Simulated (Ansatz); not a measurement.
Computed properties of K$_{2}$Pt

K2Pt:
```
CELL_PARAMETERS angstrom
      0.00000     3.77386     3.77386
      3.77386     0.00000     3.77386
      3.77386     3.77386     0.00000
ATOMIC_POSITIONS crystal
  K  0.75000 0.75000 0.75000
  K  0.25000 0.25000 0.25000
  Pt 0.00000 0.00000 0.00000
```

Space group Fm-3m (No. 225), fluorite or antifluorite type; conventional cell a = 7.5477 Å, b = 7.5477 Å, c = 7.5477 Å, α = 90.00°, β = 90.00°, γ = 90.00°.

Method: DFT-r²SCAN in the program Ansatz with PAW potentials. The cell and atoms are relaxed at this level. Other levels are named where they apply.

### Cell and energy

- Volume per atom = 35.83 Å³
- Density = 4.22 g/cm³
- Formation energy from the elements (no fitted shifts) = -0.031 eV/atom

### Electronic structure

- Band gap: 1.57 eV (indirect)
- Valence-band maximum: at X
- Conduction-band minimum: at L (4 equivalent valleys)
- Smallest direct gap on the standard path: 1.63 eV
- Electron effective mass: 0.37, 0.59, 0.59 mₑ (principal values)
- Electron effective mass with spin–orbit coupling: 0.38, 0.58, 0.58 mₑ (principal values)
- Hole effective mass: 5.4 mₑ (isotropic)
- Hole effective mass with spin–orbit coupling: 4.0, 4.0, 10.0 mₑ (principal values)
- HSE06 gap on the r²SCAN cell: 2.24 eV
- Gap with spin–orbit coupling: 1.13 eV

### Mechanics

Bulk modulus (Birch–Murnaghan fit): 170 kbar
Pressure derivative B′: 4.4

### Charges

- Bader charges = K +0.73, Pt -1.47 e

The first step of the workflow began from a Materials Project structure, measured or hypothetical; the Crystallography Open Database copy checked does not list it. Its standing as an ambient phase is unchecked. The r²SCAN relaxation kept the symmetry of its start; whether a distortion lowers the energy is not shown. No spin polarisation was allowed. The references are the lowest solids computed at this level, not always the standard phases. Scalar-relativistic: spin–orbit coupling is off unless named, which matters more the heavier the elements.

Potentials: the later of the program's two PAW sets.
